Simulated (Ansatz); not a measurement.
# Data sheet: CaHI (DFT)

CaHI:
```xyz
6
Lattice="4.0042 0.0000 0.0000 0.0000 4.0042 0.0000 0.0000 0.0000 8.9248" Properties=species:S:1:pos:R:3 pbc="T T T"
Ca     0.0000     2.0021     1.2142
Ca     2.0021     0.0000     7.7106
H      2.0021     2.0021     0.0000
H      0.0000     0.0000     0.0000
I      0.0000     2.0021     6.1297
I      2.0021     0.0000     2.7951
```

Space group P4/nmm (No. 129); conventional cell a = b = 4.0042 Å, c = 8.9248 Å, α = β = γ = 90.00°.

Method: r²SCAN+D4 (plane waves, PAW; program Ansatz). Geometry: relaxed at this level of theory. Other levels are named where they apply.

**Cell and energy**

| Property | Value |
|---|---|
| Volume per atom | 23.85 Å³ |
| Density | 3.90 g/cm³ |
| Formation energy from the elements (no fitted shifts) | -1.30 eV/atom |

**Electronic structure**

| Quantity | Value |
|---|---|
| Band gap | 3.76 eV (indirect) |
| Valence-band maximum | at Z |
| Conduction-band minimum | at M |
| Smallest direct gap on the standard path | 3.98 eV |
| Hole effective mass | 0.26, 2.4, 2.4 mₑ (principal values) |
| Hole effective mass with spin–orbit coupling | 0.29, 1.5, 1.5 mₑ (principal values) |
| HSE06 gap on the r²SCAN+D4 cell | 4.23 eV |
| Gap with spin–orbit coupling | 3.56 eV |

**Charges**

| Property | Value |
|---|---|
| Bader charges | Ca +1.51, H -0.75, I -0.76 e |

The first step of the workflow began from a Materials Project structure, measured or hypothetical; the Crystallography Open Database files this formula in space group No. 129, but the cells were not matched. Its standing as an ambient phase is unchecked. The r²SCAN+D4 relaxation kept the symmetry of its start; whether a distortion lowers the energy is not shown. The references are the lowest solids computed at this level, not always the standard phases (solids in place of the gases). Spin–orbit coupling is left out wherever it is not named.

Potentials: the later of the program's two PAW sets.
